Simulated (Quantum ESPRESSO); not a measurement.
pw.x input (Quantum ESPRESSO 7.5; PBEsol, PseudoDojo standard norm-conserving files, scalar-relativistic):

```
&CONTROL
  calculation = 'scf'
  pseudo_dir = './pseudo'
  outdir = './out'
  tprnfor = .true.
  tstress = .true.
/
&SYSTEM
  ibrav = 0
  nat = 4
  ntyp = 1
  ecutwfc = 82.0
  ecutrho = 328.0
  occupations = 'smearing'
  smearing = 'fd'
  degauss = 0.002
  nbnd = 12
/
&ELECTRONS
  conv_thr = 4e-10
/
ATOMIC_SPECIES
C 12.0110 C.upf
CELL_PARAMETERS angstrom
  1.232251910250   0.711440972092   6.966428206000
 -1.232251910250   0.711440972092   6.966428206000
 -0.000000000000  -1.422881944185   6.966428206000
ATOMIC_POSITIONS crystal
C   0.918992279000   0.918992279000   0.918992279000
C   0.081007721000   0.081007721000   0.081007721000
C   0.252310631000   0.252310631000   0.252310631000
C   0.747689369000   0.747689369000   0.747689369000
K_POINTS automatic
12 12 12 0 0 0
```

End of the output:

```
     total energy              =     -48.03804644 Ry
     estimated scf accuracy    <       0.00000501 Ry
     total energy              =     -48.03804792 Ry
     estimated scf accuracy    <       0.00000025 Ry
     total energy              =     -48.03804800 Ry
     estimated scf accuracy    <          1.0E-09 Ry
[...]
     the Fermi energy is     6.5368 ev
!    total energy              =     -48.03804800 Ry
     estimated scf accuracy    <          9.7E-11 Ry
     smearing contrib. (-TS)   =      -0.00000738 Ry
     internal energy E=F+TS    =     -48.03804062 Ry
     The total energy is F=E-TS. E is the sum of the following terms:
     one-electron contribution =     -13.71495971 Ry
     hartree contribution      =      14.70464993 Ry
     xc contribution           =     -17.01361129 Ry
     ewald contribution        =     -32.01411955 Ry
     convergence has been achieved in   8 iterations
     Forces acting on atoms (cartesian axes, Ry/au):
     atom    1 type  1   force =     0.00000000    0.00000000    0.00009904
     atom    2 type  1   force =     0.00000000    0.00000000   -0.00009904
     atom    3 type  1   force =     0.00000000    0.00000000   -0.00012216
     atom    4 type  1   force =    -0.00000000    0.00000000    0.00012216
     Total force =     0.000222     Total SCF correction =     0.000009
     Computing stress (Cartesian axis) and pressure
          total   stress  (Ry/bohr**3)                   (kbar)     P=       -6.93
  -0.00010232   0.00000000  -0.00000000          -15.05        0.00       -0.00
   0.00000000  -0.00010232  -0.00000000            0.00      -15.05       -0.00
   0.00000000  -0.00000000   0.00006340            0.00       -0.00        9.33
```

Geometry relaxed with PBE+D3(BJ).
